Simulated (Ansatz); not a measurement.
# La$_{2}$Sn$_{8}$Rh in Ansatz, relaxation

Launch command:

```bash
ansatz run input.yaml --threads 2 --pin off --max-ram 2560MiB --backend cpu --events-out ev --progress --plain --runs-dir out
```

input.yaml:

```yaml
crystal:
  lattice:
    - [4.718322, 0.0, 0.0]
    - [0.0, 4.718322, 0.0]
    - [0.0, 0.0, 12.381678]
  atoms:
    - { symbol: Rh, position: [0.0, 0.0, 0.0] }
    - { symbol: La, position: [0.0, 0.0, 0.30704] }
    - { symbol: La, position: [0.0, 0.0, 0.69296] }
    - { symbol: Sn, position: [0.5, 0.0, 0.5] }
    - { symbol: Sn, position: [0.0, 0.5, 0.5] }
    - { symbol: Sn, position: [0.5, 0.0, 0.11944] }
    - { symbol: Sn, position: [0.0, 0.5, 0.11944] }
    - { symbol: Sn, position: [0.5, 0.0, 0.88056] }
    - { symbol: Sn, position: [0.0, 0.5, 0.88056] }
    - { symbol: Sn, position: [0.5, 0.5, 0.30563] }
    - { symbol: Sn, position: [0.5, 0.5, 0.69437] }
  symmetry: { tolerance: 0.0003 }
kpoints:
  mp_grid: { grid: [7, 7, 3], shift: [0, 0, 0] }
magnetization:
  spin_polarized: false
scf:
  occupations: { method: fermi_dirac }
  lower_state_search: "off"
hamiltonian:
  pseudopotentials: { kind: paw }
  xc: r2scan
basis:
  ecutwfc: 500
  fft_grid_basis: typed
relax:
  max_steps: 80
  cell: { p_target: 5.0 }
  f_tol: 0.03
output:
  forces: true
  stress: true
  eigenvalues: true
  populations: true
  elf: true
  write_potential: true
  volumetric_format: npy
  dos:
    e_range: [-12, 8]
    de: 0.05
    projected: { site_lists: { La: [La], Rh: [Rh], Sn: [Sn] } }
  bader: false
checkpoint:
  read: saved_state
```

Origin of the cell: a known structure type with other elements, at an estimated volume, so it need not be a known compound.

The smearing width isn't typed, so it takes its default of 0.1 eV.

The saved state is a converged single point of the same cell.

Steps («new basis» is an SCF on plane waves selected anew at the same cell):

```
step  ΔH (meV/atom)  max force component (eV/Å)  P (GPa)  volume (Å³)  SCF iterations   step was
   1            0.0                       0.255     2.18       275.65               8   accepted
   2            4.1                       0.313     9.11       255.86               9   rejected
   3           -8.8                       0.051     4.79       267.20              14   accepted
   4           -8.9                       0.027     5.05       266.45               8   accepted
   5           -8.9                       0.010     5.03       266.51               8   accepted
   6           -8.8                       0.010     5.03       266.51               6  new basis
```

The starting structure.

Space group P4/mmm (No. 123); the run's cell has a = 4.718 Å, b = 4.718 Å, c = 12.382 Å, α = 90.00°, β = 90.00°, γ = 90.00°. Shortest distances: Rh–Sn 2.78 Å, Sn–Sn 2.96 Å, La–Sn 3.31 Å.

The relaxed structure.

Space group P4/mmm (No. 123); the run's cell has a = 4.669 Å, b = 4.669 Å, c = 12.225 Å, α = 90.00°, β = 90.00°, γ = 90.00°. Shortest distances: Rh–Sn 2.76 Å, Sn–Sn 2.94 Å, La–Sn 3.28 Å.

```xyz
11
Lattice="4.6690 0.0000 0.0000 0.0000 4.6690 0.0000 0.0000 0.0000 12.2255" Properties=species:S:1:pos:R:3 pbc="T T T"
Rh    0.0000    0.0000    0.0000
La    0.0000    0.0000    3.8033
La    0.0000    0.0000    8.4222
Sn    2.3345    0.0000    6.1127
Sn    0.0000    2.3345    6.1127
Sn    2.3345    0.0000    1.4698
Sn    0.0000    2.3345    1.4698
Sn    2.3345    0.0000   10.7556
Sn    0.0000    2.3345   10.7556
Sn    2.3345    2.3345    3.7131
Sn    2.3345    2.3345    8.5124
```

- Enthalpy lowered by: 8.8 meV/atom
- Volume change: -3.31 %
- Final pressure: 5.03 GPa
- Relaxation steps listed: 6

Caveats: no moments, though an odd count or open d shells may carry them; no spin-orbit coupling, though heavy elements are present; the relaxation held the start's symmetry, so the end may be a saddle point.

Time: 4.5 min on 2 threads of AMD EPYC 7R43 64-Core Processor (Zen 3), with other jobs on the host, peak memory 1.6 GiB, from a saved density.
